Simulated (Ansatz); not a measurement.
## NbAgSe₂O₇ and a variant

Base: a refined structure from the COD, its atoms then relaxed with PBE in this cell.

```
CELL_PARAMETERS angstrom
5.40650 -3.89600 0.00000
5.40650 3.89600 0.00000
0.00000 0.00000 7.36300
ATOMIC_POSITIONS crystal
Nb 0.00000 0.00000 0.50000
Nb 0.00000 0.00000 0.00000
Ag 0.50000 0.50000 0.00000
Ag 0.50000 0.50000 0.50000
Se 0.52405 0.05340 0.25000
Se 0.47595 0.94660 0.75000
Se 0.05340 0.52405 0.75000
Se 0.94660 0.47595 0.25000
O 0.39391 0.31528 0.25000
O 0.60609 0.68472 0.75000
O 0.31528 0.39391 0.75000
O 0.68472 0.60609 0.25000
O 0.69763 0.03983 0.43526
O 0.30237 0.96017 0.93526
O 0.03983 0.69763 0.56474
O 0.96017 0.30237 0.06474
O 0.30237 0.96017 0.56474
O 0.69763 0.03983 0.06474
O 0.96017 0.30237 0.43526
O 0.03983 0.69763 0.93526
O 0.92020 0.07980 0.75000
O 0.07980 0.92020 0.25000
```

Sites (sets of like atoms) are named by element and the number of their first atom in this list.

Computed with Ansatz: DFT, PBE, plane waves and PAW, scalar-relativistic, 420 eV cutoff, Γ-centred 4×4×3 k-points, Fermi–Dirac smearing 0.02 eV.

(1) Variant: atom 8 (Se) moved by 0.15 Å along (0.000, 0.000, 0.150) Å. What happens to the gradients (10²¹ V/m²)?

## Answers

(1) 

| site | atoms | V_zz base | η base | V_zz variant | η variant |
| --- | --- | --- | --- | --- | --- |
| Nb1 | 1 | -11.70 | 0.03 | -12.58 | 0.11 |
| Nb2 | 2 | -11.70 | 0.03 | -10.78 | 0.15 |
| Ag3 | 3 | 11.00 | 0.13 | 10.56 | 0.13 |
| Ag4 | 4 | 11.00 | 0.13 | 11.46 | 0.14 |
| Se5 | 5, 6, 7 | -35.0 | 0.40 | -35.0 | 0.40 |
| Se8 | 8 | -35.0 | 0.40 | -34.4 | 0.42 |
| O12 | 12 | 12.60 | 0.22 | 12.62 | 0.24 |
| O13 | 13 | 12.55 | 0.14 | 12.32 | 0.10 |
| O15 | 15 | 12.55 | 0.14 | 12.13 | 0.17 |
| O16 | 16 | 12.55 | 0.14 | 12.63 | 0.09 |
| O17 | 17 | 12.55 | 0.14 | 12.34 | 0.10 |
| O18 | 18 | 12.55 | 0.14 | 12.76 | 0.18 |
| O19 | 19 | 12.55 | 0.14 | 11.65 | 0.21 |
| O20 | 20 | 12.55 | 0.14 | 12.94 | 0.13 |

The largest change of V_zz is on Nb2, from -11.70 to -10.78. The whole tensor moves most on Se8, by 4.66 along its most changed direction. In per cent, |V_zz| changes by -8 to +8 on Nb, -4 to +4 on Ag, -2 to 0 on Se, -7 to +3 on O (all sites that start above 0.5). The table leaves out 5 of the 19 sites, with |V_zz| up to 12.75; their tensors move by 0.34 at most along any direction. The statements above cover all sites. The number of symmetry-distinct sites goes from 6 to 22.

Without spin–orbit coupling (the program notes it for Ag and Nb) the gradients are little affected as a rule: paired runs on crystals with a gap mostly move them by under 2 % at such atoms.
For the variant: The atoms aren't relaxed after the move (largest force 3.6 eV/Å).
